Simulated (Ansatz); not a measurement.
# Property card for LaAlH6

LaAlH6:
```cif
data_H6AlLa
_chemical_formula_sum 'La1 Al1 H6'
_space_group_name_H-M_alt 'P 1'
_space_group_IT_number 1
_cell_length_a 4.31101
_cell_length_b 4.31101
_cell_length_c 4.31101
_cell_angle_alpha 98.299
_cell_angle_beta 98.299
_cell_angle_gamma 98.299
loop_
_space_group_symop_operation_xyz
  'x, y, z'
loop_
_atom_site_label
_atom_site_type_symbol
_atom_site_fract_x
_atom_site_fract_y
_atom_site_fract_z
_atom_site_occupancy
La1 La 0.50000 0.50000 0.50000 1
Al1 Al 0.00000 0.00000 0.00000 1
H1 H 0.93915 0.29163 0.29163 1
H2 H 0.06085 0.70837 0.70837 1
H3 H 0.29163 0.93915 0.29163 1
H4 H 0.70837 0.06085 0.70837 1
H5 H 0.29163 0.29163 0.93915 1
H6 H 0.70837 0.70837 0.06085 1
```

Space group R-3m (No. 166); conventional cell a = b = 6.5219 Å, c = 6.2976 Å, α = β = 90.00°, γ = 120.00°.

Method: r²SCAN (plane waves, PAW; program Ansatz). Geometry: relaxed at this level of theory. Other levels are named where they apply.

**Cell and energy**

- Volume per atom = 9.67 Å³
- Density = 3.69 g/cm³
- Formation energy from the elements (no fitted shifts) = -0.43 eV/atom

**Electronic structure**

* **Band gap**: 2.95 eV (indirect)
* **Valence-band maximum**: at L
* **Conduction-band minimum**: at Γ
* **Smallest direct gap on the standard path**: 3.52 eV
* **Electron effective mass**: 0.28, 0.28, 1.2 mₑ (principal values)
* **Electron effective mass with spin–orbit coupling**: 0.28, 0.28, 1.2 mₑ (principal values)
* **Hole effective mass**: 0.43, 1.5, 3.0 mₑ (principal values)
* **Hole effective mass with spin–orbit coupling**: 0.43, 1.5, 2.9 mₑ (principal values)
* **HSE06 gap on the r²SCAN cell**: 3.36 eV
* **Gap with spin–orbit coupling**: 2.95 eV

**Mechanics**

- Bulk modulus (Birch–Murnaghan fit): 66.9 GPa
- Pressure derivative B′: 4.2

**Charges**

* **Bader charges**: La +1.91, Al +2.36, H -0.71 e

The workflow started from a Materials Project entry (that database holds measured and hypothetical structures alike); the Crystallography Open Database copy checked does not list it. Whether it is the stable phase at ambient conditions was not checked. Symmetry was held in the r²SCAN relaxation; whether a distortion lowers the energy is not shown. The references are the lowest solids computed at this level, not always the standard phases (solids in place of the gases). Scalar-relativistic: spin–orbit coupling is off unless named, which matters more the heavier the elements.

Potentials: the later of the program's two PAW sets.
